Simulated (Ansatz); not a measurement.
Total density of states per atom from PBEsol (plane waves, PAW; program Ansatz), in 0.25 eV bins, energy from the Fermi level:

```csv
E (eV),states/eV/atom
-7.85,0.11
-7.60,0.13
-7.35,0.15
-7.10,0.16
-6.85,0.19
-6.60,0.21
-6.35,0.25
-6.10,0.34
-5.85,0.46
-5.60,0.50
-5.35,0.65
-5.10,0.53
-4.85,0.01
-4.60,0.18
-4.35,0.28
-4.10,0.49
-3.85,0.64
-3.60,1.06
-3.35,0.82
-3.10,2.27
-2.85,1.57
-2.60,1.24
-2.35,1.50
-2.10,1.01
-1.85,0.63
-1.60,0.61
-1.35,0.61
-1.10,0.64
-0.85,0.73
-0.60,1.00
-0.35,1.68
-0.10,1.19
0.15,0.80
0.40,0.54
0.65,0.33
0.90,0.20
1.15,0.58
1.40,0.58
1.65,0.44
1.90,0.37
2.15,0.35
2.40,0.38
2.65,0.47
2.90,0.43
3.15,0.41
3.40,0.42
3.65,0.46
3.90,0.46
4.15,0.45
4.40,0.44
4.65,0.43
```

Question: Which of these materials gives this?
(A) Al, hcp (Mg type)
(B) GaAs, rock salt
(C) TaAl, L1₀ or tetragonal B2
(D) AlRu, rock salt

Answer: D, AlRu, rock salt. Within 0.5 eV of the Fermi level: Ru 4d 89 %, Al 3p 6 %. Projections are on Löwdin-orthogonalised atomic valence shells; empty p or d shells of many metals are not among them.

Space group Fm-3m (rock salt). The start of the workflow was typed in or built on a structure type; neither database checked (COD, Materials Project) lists it. COD files the formula under space group No. 221. Its standing as an ambient phase is unchecked. The cell was relaxed with PBEsol under the symmetry of its start. At this level the phase is mechanically unstable. No spin polarisation was allowed. Its formation energy is positive at this level, so the cell may be metastable or incomplete. Scalar-relativistic: spin–orbit coupling is off unless named, which matters more the heavier the elements.

Potentials: the earlier of the program's two PAW sets. The files were generated under PBE; for other functionals the program regenerates the frozen cores, and for LDA and PBEsol the local potential too.
